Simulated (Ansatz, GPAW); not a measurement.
Given: the input of a run of GPAW 26.7.0 (ASE script) on HfB. 

run.py

```python
from ase import Atoms
from ase.dft.bandgap import bandgap
from ase.io import write
from ase.units import GPa
from gpaw import GPAW, PW

atoms = Atoms(['Hf', 'B'],
              cell=[[3.26683333, 0.0, 0.0],
                    [1.633416665, 2.8291606537, 0.0],
                    [1.633416665, 0.9430535512, 2.6673582444]],
              scaled_positions=[[0.5, 0.5, 0.5],
                                [0.0, 0.0, 0.0]],
              pbc=True)

calc = GPAW(mode=PW(800),
            xc='LDA',
            kpts={'size': (10, 10, 10), 'gamma': True},
            occupations={'name': 'methfessel-paxton', 'order': 0, 'width': 0.1},
            nbands=17,
            convergence={'density': 1e-05, 'energy': 1e-05},
            maxiter=150,
            txt='gpaw.txt')
atoms.calc = calc
energy = atoms.get_potential_energy()
forces = atoms.get_forces()
stress = atoms.get_stress()
calc.write('gs.gpw')
write('result.traj', atoms)
print(f'Energy: {energy:.6f} eV')
print('Forces (eV/A):')
print(forces.round(4))
print('Stress (GPa):', (stress / GPa).round(3))
print('Fermi level:', round(calc.get_fermi_level(), 4), 'eV')
print(f'Gap: {bandgap(calc)[0]:.4f} eV, direct: {bandgap(calc, direct=True)[0]:.4f} eV')
```

Potentials or basis: the program's PAW data sets (release 1.2.1) made for this functional, pw.

The run is started by

```sh
$ OMP_NUM_THREADS=1 python run.py
```

What does the same run look like in Ansatz 0.2.0? Potentials or basis there: Ansatz PAW, cutoff 420 eV.

As run (cutoffs and basis follow the program's own potentials, and thresholds, step limits or extra output files can differ):

File input.yaml:

```yaml
crystal:
  lattice:
    - [3.26683333, 0.0, 0.0]
    - [1.633416665, 2.8291606537, 0.0]
    - [1.633416665, 0.9430535512, 2.6673582444]
  atoms:
    - { symbol: Hf, position: [0.5, 0.5, 0.5] }
    - { symbol: B, position: [0.0, 0.0, 0.0] }
hamiltonian:
  xc: lda
  pseudopotentials: { kind: paw }
kpoints:
  mp_grid: { grid: [10, 10, 10] }
scf:
  occupations: { method: gaussian, width: 0.1 }
output:
  forces: true
  stress: true
  eigenvalues: true
```

Potentials or basis: Ansatz PAW.

Command:

```bash
$ ansatz run input.yaml --threads 1 --pin off --max-ram 3584MiB --backend cpu --events-out ev --progress --plain --runs-dir out
```

Both were run:

|  | GPAW | Ansatz |
| --- | --- | --- |
| Pressure | 19.7 GPa | 17.9 GPa |

Ansatz's pressure holds a Pulay term of +0.13 GPa for its cutoff of 420 eV, which the other run lacks.

The potentials hold 15 and 29 valence electrons a cell.

Ansatz's potentials were made for PBE.

Where Ansatz's input types no cutoff or centring, it takes its own default and a Γ-centred mesh.

The two programs' LDA may be different fits to the electron gas.

The two runs disagree by more than potentials and bases usually give (in gap, levels, pressure or energy); the cause wasn't traced.

The cell lies far from this level's equilibrium.

Pressure is positive in compression.
